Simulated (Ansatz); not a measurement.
The elements of this relaxed trial crystal are hidden behind letters.

```
lattice vectors (Å)
   6.0774    0.0000    0.0000
   0.0000    6.0774    0.0000
   0.0000    0.0000    6.0774
fractional positions
X 0.0000 0.5000 0.5000
X 0.5000 0.0000 0.5000
X 0.5000 0.5000 0.0000
Z 0.0000 0.0000 0.0000
Q 0.7601 0.7601 0.2399
Q 0.7601 0.2399 0.7601
Q 0.2399 0.7601 0.7601
Q 0.2399 0.2399 0.2399
```

The calculation used Ansatz 0.2.0, DFT PBE, scalar-relativistic, plane waves, PAW. Cutoff 420 eV, Γ-centred 6×6×6 mesh (8-atom cell), Gaussian smearing of 0.10 eV, no spin polarisation.

- Space group: P-43m (No. 215)
- Conventional cell: a = 6.077 Å
- Volume per atom: 28.06 Å³
- Density: 5.28 g/cm³
- Formation energy: −0.26 eV/atom
- Gap on the 6×6×6 mesh of the 8-atom cell: 0 eV (the bands meet within 0.015 eV)

Energies are uncorrected and count from the elements' standard states at the same level.

Problem. X is a p-block element of period 5, Z is a p-block element of period 4 and Q is a p-block element of period 4. Which elements are they?

Solution. X = In, Z = Ga, Q = As, so the formula is In3GaAs4. Density times volume gives a mean mass of 5.28 × 28.06/1.6605 = 89.2 u per atom, and this set has 89.2 u. In is surrounded by 4 As at 2.67 Å; Ga has 4 As at 2.53 Å; As has 1 Ga at 2.53 Å and 3 In at 2.67 Å. Other sets within the hints have nearly the same mass, so mass alone doesn't settle it; this one was computed.

The zero gap may come from the functional, which often closes small gaps. A structure relaxed within its symmetry needn't be a true minimum.
